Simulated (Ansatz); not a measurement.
**Question.** ScPd₃N (anti-perovskite, Pm-3m) is relaxed with plane-wave PAW PBEsol (Ansatz code). What lattice parameters of the conventional cell result?

**Answer.** a = 4.144 Å.

**Question.** Is it a metal or does it have a gap at this level?

**Answer.** No gap at this level.

The start of the workflow was typed in or built on a structure type; neither database checked (COD, Materials Project) lists it. Its standing as an ambient phase is unchecked. Symmetry was held in the PBEsol relaxation; phonons show weakly imaginary modes. The run is not spin-polarised. Scalar-relativistic: spin–orbit coupling is off unless named, which matters more the heavier the elements.

Potentials: the later of the program's two PAW sets.
